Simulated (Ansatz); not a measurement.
One starting cell of WC (a generated trial cell of WC in the WC structure type) was relaxed twice with Ansatz (plane waves, PAW, scalar-relativistic): with r2SCAN at 500 eV and with PBE at 420 eV. The r2SCAN result:

Space group P-6m2 (No. 187); a = b = 2.9126 Å, c = 2.8367 Å, α = β = 90.00°, γ = 120.00°

| atom | site | symmetry | x | y | z |
|---|---|---|---|---|---|
| W | 1a | -6m2 | 0.0000 | 0.0000 | 0.0000 |
| C | 1f | -6m2 | 0.6667 | 0.3333 | 0.5000 |

| quantity | r2SCAN | PBE |
|---|---|---|
| space group | P-6m2 | P-6m2 |
| volume (Å³/atom) | 10.42 | ? |
| a (Å) | 2.913 | ? |
| c (Å) | 2.837 | ? |
| gap (eV, no spin-orbit coupling) | 0.00 | ? |
| highest phonon at the sampled q (cm⁻¹) | 755 | ? |
| softest mode (cm⁻¹) | no imaginary mode | ? |

### Question
What does PBE give for the same quantities?

### Answer

- volume (Å³/atom), PBE: 10.53
- a (Å), PBE: 2.922
- c (Å), PBE: 2.847
- gap (eV, no spin-orbit coupling), PBE: 0.00
- highest phonon at the sampled q (cm⁻¹), PBE: 735
- softest mode (cm⁻¹), PBE: no imaginary mode

Both levels end in the same structure; PBE's volume is 1.0 % larger. Neither column is exact.

No spin polarisation in the result.

The run could not lose the symmetry of its start; a randomly shaken copy of 2 atoms returns to this structure.

All atoms sit on sites fixed by symmetry, so only the cell could relax.

Ansatz is a first-principles code.
